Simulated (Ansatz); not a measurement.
YGe$_{2}$ in space group P4/mmm (No. 123; Ge on 2f, Y on 1b) at seven volumes, DFT-r²SCAN in the program Ansatz with PAW potentials, shape and atoms relaxed at each. One row is withheld.

```json
[
 {"V (Å³/atom)": "21.135", "P (GPa)": "8.22"},
 {"V (Å³/atom)": "21.832", "P (GPa)": "4.99"},
 {"V (Å³/atom)": "22.528", "P (GPa)": "2.27"},
 {"V (Å³/atom)": "23.225", "P (GPa)": "0.00"},
 {"V (Å³/atom)": "23.922", "P (GPa)": "-1.98"},
 {"V (Å³/atom)": "24.619", "P (GPa)": "-3.72"},
 {"V (Å³/atom)": "25.315", "P (GPa)": "?"}
]
```

Task: Fit the shown pressures and predict the withheld one.

Result: P = (3/2)B₀(x^(7/2) − x^(5/2))[1 + (3/4)(B′ − 4)(x − 1)] with x = (V₀/V)^(2/3). Least squares on the six rows gives V₀ = 23.216 Å³/atom, B₀ = 71.4 GPa, B′ = 4.28. At V = 25.315, x = 0.9439 and P = -5.14 GPa. The run itself gave -5.20 GPa.

The cell is a constructed one: a structure type filled with these elements; neither database checked (COD, Materials Project) lists it. Its standing as an ambient phase is unchecked. The cell was relaxed with r²SCAN under the symmetry of its start; its stability against distortions is not shown here. No spin polarisation was allowed.

Potentials: the later of the program's two PAW sets.
